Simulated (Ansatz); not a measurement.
## Does relaxation matter for the field gradients of WS2 with vanadium replacing W?

Start: a supercell of WS2 (space group P6_3/mmc) built from a structure deposited in the COD (the entry's cell lengths or inner coordinates differ somewhat from later room-temperature determinations), with all atoms left at the host's positions.

```
V W S
1.0
     6.36000    0.00000    0.00000
    -4.77000    8.26188    0.00000
     0.00000    0.00000   12.50000
V W S
1 11 24
Direct
  0.16667 0.22222 0.25000
  0.16667 0.55556 0.25000
  0.16667 0.88889 0.25000
  0.66667 0.22222 0.25000
  0.66667 0.55556 0.25000
  0.66667 0.88889 0.25000
  0.33333 0.11111 0.75000
  0.33333 0.44444 0.75000
  0.33333 0.77778 0.75000
  0.83333 0.11111 0.75000
  0.83333 0.44444 0.75000
  0.83333 0.77778 0.75000
  0.16667 0.22222 0.62500
  0.16667 0.55556 0.62500
  0.16667 0.88889 0.62500
  0.66667 0.22222 0.62500
  0.66667 0.55556 0.62500
  0.66667 0.88889 0.62500
  0.33333 0.11111 0.12500
  0.33333 0.44444 0.12500
  0.33333 0.77778 0.12500
  0.83333 0.11111 0.12500
  0.83333 0.44444 0.12500
  0.83333 0.77778 0.12500
  0.16667 0.22222 0.87500
  0.16667 0.55556 0.87500
  0.16667 0.88889 0.87500
  0.66667 0.22222 0.87500
  0.66667 0.55556 0.87500
  0.66667 0.88889 0.87500
  0.33333 0.11111 0.37500
  0.33333 0.44444 0.37500
  0.33333 0.77778 0.37500
  0.83333 0.11111 0.37500
  0.83333 0.44444 0.37500
  0.83333 0.77778 0.37500
```

Atom numbers follow the list; atoms alike are taken as one site, whose name carries the number of the first.

Method: Kohn–Sham DFT in Ansatz, PBE, plane waves and PAW, scalar-relativistic, 420 eV cutoff, Γ-centred 4×3×2 k-points, Fermi–Dirac smearing 0.01 eV, cell charge +1.

The largest force at the start is 0.66 eV/Å. Relaxing the ions at fixed cell moves them by 0.051 Å at most (atom 20, S) and 0.021 Å rms.

```json
{"site": "V", "atom": "1", "moved (Å)": "0.003", "first shell before": "6 S at 2.41 Å", "first shell after": "6 S at 2.36 Å", "V_zz before (10²¹ V/m²)": "-2.17", "η before": "0.08"}
{"site": "W2", "atom": "2", "moved (Å)": "0.004", "first shell before": "6 S at 2.41 Å", "first shell after": "6 S at 2.40–2.41 Å", "V_zz before (10²¹ V/m²)": "-17.09", "η before": "0.15"}
{"site": "W3", "atom": "3", "moved (Å)": "0.005", "first shell before": "6 S at 2.41 Å", "first shell after": "6 S at 2.40–2.41 Å", "V_zz before (10²¹ V/m²)": "-17.22", "η before": "0.09"}
{"site": "W4", "atom": "4", "moved (Å)": "0.007", "first shell before": "6 S at 2.41 Å", "first shell after": "6 S at 2.40–2.41 Å", "V_zz before (10²¹ V/m²)": "-17.37", "η before": "0.09"}
{"site": "W5", "atom": "5", "moved (Å)": "0.004", "first shell before": "6 S at 2.41 Å", "first shell after": "6 S at 2.40–2.41 Å", "V_zz before (10²¹ V/m²)": "-17.22", "η before": "0.17"}
{"site": "W6", "atom": "6", "moved (Å)": "0.004", "first shell before": "6 S at 2.41 Å", "first shell after": "6 S at 2.40–2.41 Å", "V_zz before (10²¹ V/m²)": "-17.37", "η before": "0.13"}
{"site": "S19", "atom": "19", "moved (Å)": "0.049", "first shell before": "2 W at 2.41 Å, 1 V at 2.41 Å", "first shell after": "1 V at 2.36 Å, 2 W at 2.40 Å", "V_zz before (10²¹ V/m²)": "-3.86", "η before": "0.19"}
{"site": "S20", "atom": "20", "moved (Å)": "0.051", "first shell before": "1 V at 2.41 Å, 2 W at 2.41 Å", "first shell after": "1 V at 2.36 Å, 2 W at 2.40 Å", "V_zz before (10²¹ V/m²)": "-4.01", "η before": "0.21"}
{"site": "S21", "atom": "21", "moved (Å)": "0.006", "first shell before": "3 W at 2.41 Å", "first shell after": "3 W at 2.41 Å", "V_zz before (10²¹ V/m²)": "-3.99", "η before": "0.06"}
{"site": "S22", "atom": "22", "moved (Å)": "0.049", "first shell before": "2 W at 2.41 Å, 1 V at 2.41 Å", "first shell after": "1 V at 2.36 Å, 2 W at 2.40 Å", "V_zz before (10²¹ V/m²)": "-3.87", "η before": "0.20"}
```

**Question.** How do the gradients change?

**Answer.** 

```csv
site,atom,V_zz after,η after,change of V_zz
V,1,-2.95,0.04,-0.78
W2,2,-16.67,0.22,+0.42
W3,3,-16.95,0.13,+0.27
W4,4,-17.34,0.13,+0.03
W5,5,-17.06,0.18,+0.16
W6,6,-17.34,0.13,+0.03
S19,19,-4.43,0.14,-0.57
S20,20,-4.72,0.16,-0.71
S21,21,-3.89,0.07,+0.10
S22,22,-4.51,0.15,-0.64
```

The largest change of V_zz is on V, from -2.17 to -2.95. In per cent, |V_zz| changes by +36 on V, -2 to 0 on W, -2 to +18 on S (all sites that start above 2). The table leaves out 13 of the 23 sites, with |V_zz| up to 16.40; their tensors move by 0.17 at most along any direction. The statements above cover all sites.

The run isn't spin-polarised, and a state with spin may lie lower. The defect repeats with the cell of 36 atoms, so it feels its images: sites between two images don't show the values beside a lone defect, and zeros or small values of η there can come from the images' arrangement. S and W carry a gradient in the pure host already, so the values there aren't the defect's effect alone. A uniform background compensates the cell's charge. The defect cell has no gap above 0.1 eV on its mesh, so the values can hang on the smearing and the k-mesh. Without spin–orbit coupling the gradients at and beside W can be off by some per cent, at some sites by more.
Before: The neighbours have not yet relaxed around the defect (largest force 0.66 eV/Å), so a real crystal will differ.
After: The relaxation keeps the site symmetry m of the start, so the impurity can move only within its mirror plane; a distortion that would localise the partly filled state isn't explored.
